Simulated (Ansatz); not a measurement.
input.yaml (Ansatz)

```yaml
crystal:
  lattice:
    - [2.6706200767, 0.0, 0.0]
    - [0.0, 2.6706200767, 0.0]
    - [0.0, 0.0, 2.6706200767]
  atoms:
    - { symbol: Ga, position: [0.0, 0.0, 0.0] }
hamiltonian:
  xc: r2scan
  pseudopotentials:
    kind: paw_fr
    azcp:
      Ga: "pseudopotentials/Ga.paw.azcp"
basis:
  ecutwfc: 500
  fft_grid_basis: typed
kpoints:
  mp_grid: { grid: [12, 12, 12], shift: [0, 0, 0] }
magnetization:
  noncollinear: true
  spin_orbit: true
scf:
  occupations: { method: fermi_dirac, width: 0.1 }
```

Terminal output

```
Engine: ansatz 0.2.0, x86_64-unknown-linux-gnu
Pseudopotentials: kind: paw_fr
Pseudopotential: Ga, paw_fr, valence charge 13, recommended cutoff 500 eV (meta_gga) 
Functional definition: r2SCAN
  parameter k0 = 0.174
  parameter k1 = 0.065
  parameter a1 = 4.9479
  exchange = r2scan_x(k0 = k0, k1 = k1, a1 = a1)
  correlation = r2scan_c
non-collinear run that drives no moment, with spin-orbit: no starting moment large enough to seed its density (crystal.atoms[].spin), no starting occupations that ask for one, no magnetisation constraint and no magnetic field, so the semilocal B_xc is pinned to zero
Crystal: 1 atoms, lattice volume = 19.047 Å³
Basis set: ecut = 500 eV, 461 PW (Γ), exchange–correlation on 80×80×80 points (64 copies of the dense FFT grid, shifted against one another)
Bands: 22, of which v1, the nominal top of the filled ones, is band 13 counted from 1 (12 counted from 0)
Symmetry: 48 space group operations + 48 with time reversal
Magnetic group: BNS 221.93 (UNI 1595), of the structure as read, at distance tolerance 2.7e-5 Å
k-points: 84 of 1728
Projection manifold: j_resolved (fully-relativistic pseudo-atomic orbitals)
Non-local potential: Ga, projectors of the file, l = 0: 2, l = 1: 4, l = 2: 6, l = 3: 2
PAW form: soft (Blöchl's): semilocal exchange-correlation on the pseudo side does not see the compensation charge
PAW frozen core: Ga, regenerated for the run's functional (the file was generated under x = pbe(κ = 0.804, μ = 0.2195149727645171), c = pbe(β = 0.06672455060314922))
PAW one-centre angular grid: Ga, 590 points (default); XC on 224 Gauss nodes
Initial density: superposition of atomic densities (chi_scale 0.1, normalization cell)
Initial wavefunctions: pseudopotential atomic-orbital guess
Functional: x = r2scan, c = r2scan; τ floored in thin density (d = 2e-4 eV/Å³)
iter 1 solved again at ethr=3.52e-4 eV; its pass at ethr=3.10e-3 eV (dr2=4.58e-2 eV) is discarded
SCF iter   1: F=—  HF=-3787.614136 eV  |F-HF|=—  |Δ(HF+E_count)|=         —  Δρ=2.10e-2  dr2=5.02e-2  dr2_τ=1.93e-4  dr2_m=0.00e0 (ungated)  ethr=3.52e-4  |M|=0.00e0 ∫|m|=0.00e0 μB  |m|>n=0.0e0 m-floor=0.0e0 τ_xc=0.0e0  β_m=0.30  ⟨swp⟩=1.3  Hψ=7430  notcnv=0
SCF iter   2: F=—  HF=-3787.643430 eV  |F-HF|=—  |Δ(HF+E_count)|=   2.93e-2  Δρ=1.71e-2  dr2=3.09e-2  dr2_τ=1.45e-4  dr2_m=0.00e0 (ungated)  ethr=3.52e-4  |M|=0.00e0 ∫|m|=0.00e0 μB  |m|>n=0.0e0 m-floor=0.0e0 τ_xc=0.0e0  β_m=0.60  ⟨swp⟩=2.1  Hψ=1308  notcnv=0
SCF iter   3: F=—  HF=-3787.657209 eV  |F-HF|=—  |Δ(HF+E_count)|=   1.38e-2  Δρ=2.40e-3  dr2=1.37e-3  dr2_τ=4.33e-6  dr2_m=0.00e0 (ungated)  ethr=2.38e-4  |M|=0.00e0 ∫|m|=0.00e0 μB  |m|>n=0.0e0 m-floor=0.0e0 τ_xc=0.0e0  β_m=0.57  ⟨swp⟩=3.0  Hψ=1915  notcnv=0  defer=100
SCF iter   4: F=—  HF=-3787.657193 eV  |F-HF|=—  |Δ(HF+E_count)|=   1.57e-5  Δρ=9.69e-4  dr2=1.39e-4  dr2_τ=5.33e-7  dr2_m=0.00e0 (ungated)  ethr=1.05e-5  |M|=0.00e0 ∫|m|=0.00e0 μB  |m|>n=0.0e0 m-floor=0.0e0 τ_xc=0.0e0  β_m=0.78  ⟨swp⟩=2.0  Hψ=1489  notcnv=0  defer=100
SCF iter   5: F=—  HF=-3787.657276 eV  |F-HF|=—  |Δ(HF+E_count)|=   8.31e-5  Δρ=2.69e-4  dr2=6.86e-6  dr2_τ=7.29e-8  dr2_m=0.00e0 (ungated)  ethr=1.07e-6  |M|=0.00e0 ∫|m|=0.00e0 μB  |m|>n=0.0e0 m-floor=0.0e0 τ_xc=0.0e0  β_m=0.76  ⟨swp⟩=2.0  Hψ=1428  notcnv=0  defer=100
SCF iter   6: F=—  HF=-3787.657280 eV  |F-HF|=—  |Δ(HF+E_count)|=   3.67e-6  Δρ=1.34e-4  dr2=2.16e-6  dr2_τ=6.32e-9  dr2_m=0.00e0 (ungated)  ethr=5.28e-8  |M|=0.00e0 ∫|m|=0.00e0 μB  |m|>n=0.0e0 m-floor=0.0e0 τ_xc=0.0e0  β_m=0.88  ⟨swp⟩=2.0  Hψ=1421  notcnv=0  defer=100
SCF iter   7: F=-3787.657281 eV  HF=-3787.657281 eV  |F-HF|=2.14e-8  |Δ(HF+E_count)|=   9.43e-7  Δρ=1.01e-5  dr2=1.76e-8  dr2_τ=3.52e-11  dr2_m=0.00e0 (ungated)  ethr=7.69e-10  |M|=0.00e0 ∫|m|=0.00e0 μB  |m|>n=0.0e0 m-floor=0.0e0 τ_xc=0.0e0  ⟨swp⟩=1.6  Hψ=2720  notcnv=0
SCF 1 converged in 7 iterations: F = -3787.657281 eV  dr2 = 1.76e-8
SCF converged after 7 iterations
Magnetization: |M| = 0.0000 μB,  M = (+0.0000, +0.0000, +0.0000) μB
Absolute magnetization: 0.0000 μB (∫|m|)
  site 0: m = (+0.0000, +0.0000, +0.0000) μB, |m| = 0.0000 μB  (R = 1.10 Å)
Free energy (F): -3787.657281 eV
Harris-Foulkes:  -3787.657281 eV  (|F-HF|=2.14e-8)
Internal energy: -3787.645375 eV  (E = F + TS)
E sigma→0 (E₀):  -3787.651328 eV
Entropy (-TS):   -0.011906 eV (-11.906 meV/atom)
Fermi energy:    9.134093 eV
--- Per-component energies (eV) ---
  E_band       = -47.046685
  E_kinetic    = 114.621122
  E_local      = -1834.478017  (includes V_loc(G=0)·N_el)
  E_nonlocal   = 423.913273
  E_hartree    = 861.966300
  E_xc         = -62.660008
  E_vxc        = -60.123986  (∫ρ·V_xc dr)
  E_paw        = -1997.658223  (= ΣΔE_a)
  E_vpaw       = -418.276858  (= ΣTr[D̂ρ^β])
  E_aug_tail   = -0.000035  (compensation charges beyond the density's cutoff)
  E_vtau       = 3.366344  (kinetic-family band-sum trace: ∫τ·v_τ [+ j·A + Jᵃ·Aᵃ] dr)
  E_ewald      = -1292.710485
  E_core_change = -0.639301  (= ΣΔE_core)
  E_smearing   = -0.011906  (= −TS)
  E_closure    = 0.000000  (closes the sum)
  Σ components = -3787.657281   (vs F -3787.657281, Δ=0.00e0)
```

Launched by

```sh
ansatz run input.yaml --threads 1 --pin off --max-ram 3584MiB --backend cpu --events-out ev --progress --plain --runs-dir out
```

On 1 thread of Intel(R) Xeon(R) Platinum 8259CL CPU @ 2.50GHz (Skylake/Cascade Lake) (shared host) this took about 19 s of wall time and 19 s of CPU time.
